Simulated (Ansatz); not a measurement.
Sc3In in space group P6_3/mmc (No. 194; Sc on 6h, In on 2c) at seven volumes, plane-wave PAW r²SCAN (Ansatz code), shape and atoms relaxed at each. One row is withheld.

| V (Å³/atom) | P (GPa) |
|---|---|
| 21.126 | 7.34 |
| 21.823 | 4.55 |
| 22.519 | 2.13 |
| 23.216 | 0.01 |
| 23.912 | ? |
| 24.609 | -3.46 |
| 25.305 | -4.86 |

Problem. Fit the shown pressures and predict the withheld one.

Solution. P = (3/2)B₀(x^(7/2) − x^(5/2))[1 + (3/4)(B′ − 4)(x − 1)] with x = (V₀/V)^(2/3). Least squares on the six rows gives V₀ = 23.219 Å³/atom, B₀ = 65.8 GPa, B′ = 3.52. At V = 23.912, x = 0.9806 and P = -1.84 GPa. The run itself gave -1.85 GPa.

The workflow started from an entry of the Crystallography Open Database (COD). Its standing as an ambient phase is unchecked. The r²SCAN relaxation kept the symmetry of its start; its stability against distortions is not shown here. No spin polarisation was allowed.

Potentials: the later of the program's two PAW sets.
